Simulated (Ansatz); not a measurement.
A distorted cell of InP (zinc blende):

```
CELL_PARAMETERS angstrom
      0.00000     2.97977     2.97977
      2.97977     0.00000     2.97977
      2.97977     2.97977     0.00000
ATOMIC_POSITIONS crystal
  P  0.75000 0.75000 0.67691
  In 0.00000 0.00000 0.00000
```

Calculation: PBE (plane waves to 420 eV, PAW, scalar-relativistic; Ansatz, an electronic-structure program). k mesh 8×8×8 (Γ-centred), Fermi-Dirac smearing 0.05 eV. E stands for the smeared free energy. Stress and pressure are positive under compression. InP was relaxed with its symmetry unable to fall.

Question: What forces act on the atoms (eV/Å, Cartesian)?

Answer: 
```json
[
 {"atom": "P1", "Fx": "1.673", "Fy": "1.673", "Fz": "-1.065"},
 {"atom": "In2", "Fx": "-1.673", "Fy": "-1.673", "Fz": "1.065"}
]
```

Question: What is the stress tensor (GPa)?

Answer: 
```
    1.6      2.7     -5.0
    2.7      1.6     -5.0
   -5.0     -5.0      3.2
```
The pressure, a third of the trace, is 2.1 GPa.

Question: In it atom 1 sits (-0.218, -0.218, 0.000) Å away from its relaxed site. What is its energy relative to the relaxed cell?

Answer: 354 meV/cell.

(A displaced cell: forces are minus the slopes of the energy, force constants its curvatures, and phonons follow from these.)
